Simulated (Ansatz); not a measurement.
Sc2C:
```yaml
crystal:
  lattice:
    - [3.32251, 0.00000, 0.00000]
    - [-1.66126, 2.87738, 0.00000]
    - [0.00000, 0.00000, 5.66023]
  atoms:
    - { symbol: Sc, position: [0.66667, 0.33333, 0.71732] }
    - { symbol: Sc, position: [0.33333, 0.66667, 0.28268] }
    - { symbol: C, position: [0.00000, 0.00000, 0.50000] }
```

Relaxed with r²SCAN. Special points in fractions of this cell's reciprocal vectors: Γ (0.000, 0.000, 0.000); M (0.500, 0.000, 0.000); K (0.333, 0.333, 0.000); A (0.000, 0.000, 0.500); L (0.500, 0.000, 0.500); H (0.333, 0.333, 0.500).

Question: List the band energies nearest the Fermi level at these points for plane-wave PAW r²SCAN (Ansatz code).

Answer: In eV from the Fermi level; about four levels below and three above (degenerate sets whole), none deeper than 8.9 eV; points with the same levels are listed once.

| k | below | above |
|---|---|---|
| Γ | -3.97 -2.53 -1.58 -1.58 | 1.94 2.05 2.05 |
| M | -2.10 -1.68 -0.48 -0.09 | 0.56 3.74 3.88 |
| K | -2.96 -2.96 -1.94 | 0.02 0.30 0.30 |
| A | -4.83 -1.62 -1.62 -1.09 | 1.24 1.86 1.86 |
| L | -3.86 -2.24 -1.62 -0.18 | 0.10 0.48 3.19 |
| H | -2.99 -2.99 -2.17 | 0.54 0.54 1.10 |

Space group P-3m1. The workflow started from a Materials Project entry (that database holds measured and hypothetical structures alike); the Crystallography Open Database copy checked does not list it. Whether it is the stable phase at ambient conditions was not checked. The cell was relaxed with r²SCAN under the symmetry of its start; its stability against distortions is not shown here. No spin polarisation was allowed.

Potentials: the later of the program's two PAW sets.
